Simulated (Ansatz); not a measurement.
CuAu (CuAu type, space group P4/mmm)

```
CELL_PARAMETERS angstrom
      2.86058     0.00000     0.00000
      0.00000     2.86058     0.00000
      0.00000     0.00000     3.55181
ATOMIC_POSITIONS crystal
  Cu 0.50000 0.50000 0.50000
  Au 0.00000 0.00000 0.00000
```

In this cell atom 2 (Au, nearest neighbour Cu at 2.692 Å; its periodic images, 2.9 Å or more away, move with it) is moved by s along Cartesian x, unit vector (1.000, 0.000, 0.000); all other atoms and the cell stay fixed.

All values below come from r2SCAN (plane waves to 500 eV, PAW, scalar-relativistic; Ansatz, a program for electronic structure). k mesh 13×13×11 (Γ-centred), Fermi-Dirac smearing 0.05 eV. E stands for the smeared free energy. With partly filled bands, energies and forces of such displacements shift with the k mesh and the smearing. On this mesh the relaxed cell isn't quite at rest: it carries a pressure of -0.1 GPa (compression positive) at the zero of the scan. CuAu is run without spin polarisation. CuAu was relaxed with its symmetry unable to fall. Spin-orbit coupling is left out, though Au is heavy. The zero of ΔE is the undisplaced structure. The last digit holds for this mesh only.

```json
[
 {"s (Å)": "-0.270", "ΔE (meV/cell)": "137.0"},
 {"s (Å)": "-0.216", "ΔE (meV/cell)": "88.4"},
 {"s (Å)": "-0.162", "ΔE (meV/cell)": "50.0"},
 {"s (Å)": "-0.108", "ΔE (meV/cell)": "withheld"},
 {"s (Å)": "-0.054", "ΔE (meV/cell)": "5.6"},
 {"s (Å)": "0.000", "ΔE (meV/cell)": "0.0"},
 {"s (Å)": "0.054", "ΔE (meV/cell)": "5.6"},
 {"s (Å)": "0.108", "ΔE (meV/cell)": "withheld"},
 {"s (Å)": "0.162", "ΔE (meV/cell)": "50.0"},
 {"s (Å)": "0.216", "ΔE (meV/cell)": "88.4"},
 {"s (Å)": "0.270", "ΔE (meV/cell)": "137.0"}
]
```

Task: Fit an even polynomial form (powers 2, 4) to the given rows and predict ΔE at s = 0.108.

Result: Least squares on the 9 given rows: ΔE = (1921)·s² + (-569.8)·s⁴, in meV/cell with s in Å; root-mean-square residual 0.01 meV/cell. At 0.108 the fit gives 22.3 meV/cell; the calculation gives 22.3 meV/cell, the same to the digits shown. The quadratic term alone would give 22.4 meV/cell.

(A displaced cell: forces are minus the slopes of the energy, force constants its curvatures, and phonons follow from these.)
